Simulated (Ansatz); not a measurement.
TaP:
```cif
data_P4Ta4
_chemical_formula_sum 'Ta4 P4'
_space_group_name_H-M_alt 'I41md'
_space_group_IT_number 109
_space_group_name_Hall 'I 4bw -2'
_cell_length_a 3.31012
_cell_length_b 3.31012
_cell_length_c 11.27663
_cell_angle_alpha 90.000
_cell_angle_beta 90.000
_cell_angle_gamma 90.000
loop_
_atom_site_label
_atom_site_type_symbol
_atom_site_symmetry_multiplicity
_atom_site_Wyckoff_symbol
_atom_site_fract_x
_atom_site_fract_y
_atom_site_fract_z
_atom_site_occupancy
Ta1 Ta 4 a 0.00000 0.00000 0.99937 1
P1 P 4 a 0.00000 0.00000 0.41663 1
```
(The calculation used a cell of 4 atoms; values per cell refer to that cell.)

Relaxed with PBEsol.

### Question
Which orbitals make up the states near the Fermi level in plane-wave PAW PBEsol (Ansatz code)?

### Answer
Within 0.5 eV of the Fermi level: Ta 5d 83 %, P 3p 12 %. Projections are on Löwdin-orthogonalised atomic valence shells; empty p or d shells of many metals are not among them.

### Question
Tabulate the density of states.

### Answer
States/eV per cell of 4 atoms, in 0.25 eV bins, energy from the Fermi level.

```
E (eV)  total  Ta 5d  P 3p  Ta 6s
------  -----  -----  ----  -----
-7.85    0.00   0.00  0.00   0.00
-7.60    0.00   0.00  0.00   0.00
-7.35    0.34   0.06  0.18   0.06
-7.10    0.70   0.13  0.38   0.11
-6.85    1.06   0.25  0.58   0.14
-6.60    1.40   0.38  0.76   0.16
-6.35    1.69   0.49  0.92   0.18
-6.10    2.81   0.87  1.55   0.24
-5.85    3.11   1.11  1.68   0.18
-5.60    1.59   0.56  0.84   0.09
-5.35    0.93   0.32  0.48   0.05
-5.10    1.39   0.43  0.80   0.05
-4.85    2.12   0.68  1.23   0.08
-4.60    2.32   0.80  1.32   0.08
-4.35    2.53   0.86  1.44   0.08
-4.10    2.59   0.98  1.42   0.06
-3.85    2.58   1.07  1.35   0.05
-3.60    2.81   1.19  1.48   0.05
-3.35    3.48   1.41  1.89   0.07
-3.10    3.68   1.52  1.99   0.06
-2.85    3.68   1.58  1.95   0.04
-2.60    3.44   1.69  1.63   0.04
-2.35    2.05   1.07  0.88   0.03
-2.10    1.27   0.75  0.46   0.02
-1.85    1.49   1.04  0.34   0.03
-1.60    2.35   1.75  0.42   0.06
-1.35    3.58   2.71  0.44   0.23
-1.10    2.52   1.91  0.34   0.10
-0.85    3.65   2.80  0.47   0.11
-0.60    1.85   1.44  0.28   0.02
-0.35    0.77   0.61  0.12   0.00
-0.10    0.20   0.16  0.03   0.00
0.15     0.44   0.38  0.04   0.00
0.40     1.62   1.37  0.16   0.01
0.65     1.38   1.12  0.18   0.01
0.90     1.45   1.17  0.18   0.01
1.15     1.57   1.28  0.17   0.01
1.40     1.96   1.60  0.20   0.02
1.65     2.36   1.90  0.25   0.03
1.90     2.21   1.72  0.26   0.04
2.15     1.99   1.48  0.26   0.04
2.40     2.65   1.89  0.38   0.07
2.65     2.88   1.89  0.43   0.15
2.90     3.17   2.04  0.42   0.22
3.15     3.54   2.31  0.51   0.21
3.40     3.32   2.19  0.46   0.18
3.65     3.86   2.46  0.55   0.22
3.90     3.21   1.89  0.44   0.29
4.15     4.25   2.31  0.72   0.46
```

Space group I4_1md. The first step of the workflow began from a Materials Project structure, measured or hypothetical; the Crystallography Open Database copy checked does not list it. COD files the formula under space group No. 141, so this cell is another polymorph or a model. Its standing as an ambient phase is unchecked. Symmetry was held in the PBEsol relaxation; of distortions, only those at the zone centre were tested. No spin polarisation was allowed. A small band overlap can be real or an error of a semilocal functional. Spin–orbit coupling is left out wherever it is not named.

Potentials: the earlier of the program's two PAW sets.
